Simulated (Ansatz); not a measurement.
Relaxed HfO₂ (fluorite):

```
HfO2
1.0
    0.00000     5.09813     5.09813
    2.54906     2.54906     5.09813
    2.54906     2.54906     0.00000
Hf O
2 4
Direct
  0.00000   0.00000   0.00000
  0.50000   0.00000   0.00000
  0.00000   0.25000   0.25000
  0.50000   0.25000   0.25000
  0.00000   0.75000   0.75000
  0.50000   0.75000   0.75000
```

The atoms are displaced by Q × the pattern below (from a DFPT mode at X = (0.5, 0.5, 0.0), largest move 1; Q in Å), at fixed cell. (q is in reciprocal vectors of the primitive cell; the cell shown is doubled to hold the pattern.)

| atom | x | y | z |
|---|---|---|---|
| O3 | 0.000 | 0.000 | -1.000 |
| O4 | 0.000 | 0.000 | 1.000 |
| O5 | 0.000 | 0.000 | -1.000 |
| O6 | 0.000 | 0.000 | 1.000 |

Atoms not listed stay in place.

Computed with PBE (plane waves to 420 eV, PAW, scalar-relativistic; Ansatz, a first-principles code). k mesh 11×11×11 (Γ-centred), Fermi-Dirac smearing 0.05 eV. The energy includes the smearing's −TS. HfO2 is run without spin polarisation. HfO2 was relaxed with its symmetry unable to fall. Spin-orbit coupling is left out, though Hf is heavy. The PAW data are Ansatz's earlier set. This is a high-temperature form of HfO2. ΔE is measured from the undisplaced structure.

The scan covers Q from -0.440 to 0.440 Å in 13 points.

Q: Is this a single well or a double well?

A: A double well: the undisplaced structure is a maximum between two minima.

Q: Which space group does the distorted structure have?

A: P4_2/nmc (No. 137), lowered from Fm-3m.

Q: What is the energy change at Q = 0.440 Å?

A: 370 meV/cell.

Q: By a smooth curve through the points, how far does the most displaced atom move to reach the deepest minimum?

A: 0.24 Å from zero.

Q: By a smooth curve, how deep is the well, measured from the undisplaced structure?

A: 155 meV/cell, cell held fixed.

(A displaced cell: forces are minus the slopes of the energy, force constants its curvatures, and phonons follow from these.)
